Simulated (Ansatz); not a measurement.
NaCl:
```xyz
2
Lattice="3.4605 0.0000 0.0000 0.0000 3.4605 0.0000 0.0000 0.0000 3.4605" Properties=species:S:1:pos:R:3 pbc="T T T"
Na     0.0000     0.0000     0.0000
Cl     1.7302     1.7302     1.7302
```

Relaxed with r²SCAN. Special points in fractions of this cell's reciprocal vectors: Γ (0.000, 0.000, 0.000); X (0.000, 0.500, 0.000); M (0.500, 0.500, 0.000); R (0.500, 0.500, 0.500).

**Question.** List the band energies nearest the valence-band maximum at these points for DFT-r²SCAN in the program Ansatz with PAW potentials.

**Answer.** In eV from the valence-band maximum; about four levels below and three above (degenerate sets whole), none deeper than 8.9 eV; points with the same levels are listed once.

```
k              below                   above
-  -----------------  ----------------------
Γ  -0.54 -0.54 -0.54          4.91 9.14 9.14
X  -3.13 -0.28 -0.28         7.80 9.76 11.11
M   -2.44 -2.44 0.00  6.21 10.71 12.19 12.19
R  -2.01 -2.01 -2.01          7.71 7.71 7.71
```

Space group Pm-3m (CsCl type). This is a known high-pressure phase of the composition, computed here at zero pressure and temperature. The cell was relaxed with r²SCAN under the symmetry of its start; of distortions, only those at the zone centre were tested.

Potentials: the earlier of the program's two PAW sets.
